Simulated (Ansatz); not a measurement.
Profile along the B–O line in AlBO3 (space group R-3c)

AlBO₃ (space group R-3c)

```xyz
10
Lattice="2.2377 1.2919 4.5792 -2.2377 1.2919 4.5792 0.0000 -2.5838 4.5792" Properties=species:S:1:pos:R:3 pbc="T T T"
Al     0.0000     0.0000     6.8688
Al     0.0000     0.0000     0.0000
B      0.0000     0.0000    10.3032
B      0.0000     0.0000     3.4344
O      0.6909     1.3872     5.7240
O     -0.6909    -1.3872     8.0136
O     -1.5468    -0.0953     5.7240
O      1.5468     0.0953     8.0136
O      0.8559    -1.2919     5.7240
O     -0.8559     1.2919     8.0136
```

Fields along a shortest B–O line of a (0001) plane (1.38 Å), from B to O, interpolated on the slice's grid (step about 0.3 Å). Level of theory: PBEsol (plane waves to 420 eV, PAW, scalar-relativistic; Ansatz, a quantum-chemistry and plane-wave program). k mesh 9×9×9. Near the nuclei the fields are pseudised (PAW); where an atom keeps semicore shells as valence, they peak there. AlBO3 was relaxed with its symmetry unable to fall.

```csv
distance from B (Å),valence electron density (e/Å³),electron localisation function,density of the highest valence band (e/Å³),density of the lowest conduction band (e/Å³)
0.00,0.22,x,0.000,0.001
0.07,0.24,x,0.000,0.001
0.14,0.32,x,0.001,0.001
0.21,0.46,x,0.001,0.001
0.28,0.67,x,0.002,0.001
0.34,0.90,0.37,0.003,0.001
0.41,1.11,0.55,0.004,0.001
0.48,1.31,0.71,0.006,0.001
0.55,1.51,0.81,0.008,0.001
0.62,1.75,0.87,0.010,0.001
0.69,2.06,0.87,0.012,0.002
0.76,2.48,0.87,0.015,0.003
0.83,3.02,0.84,0.017,0.004
0.90,3.69,0.79,0.019,0.007
0.97,4.47,0.71,0.020,0.009
1.03,5.29,0.60,0.019,0.012
1.10,6.05,x,0.016,0.014
1.17,6.72,x,0.017,0.016
1.24,7.18,x,0.017,0.018
1.31,7.18,x,0.020,0.018
1.38,7.18,x,0.026,0.018
```

x: too close to a nucleus for the ELF to mean much. Band densities are of whole bands, smooth part only.

Density on the B–O line (1.38 Å) at its midpoint: 2.06 e/Å³. ELF at that point: 0.87. ELF maximum in the middle third of the B–O line: 0.87, 0.7 Å from B.
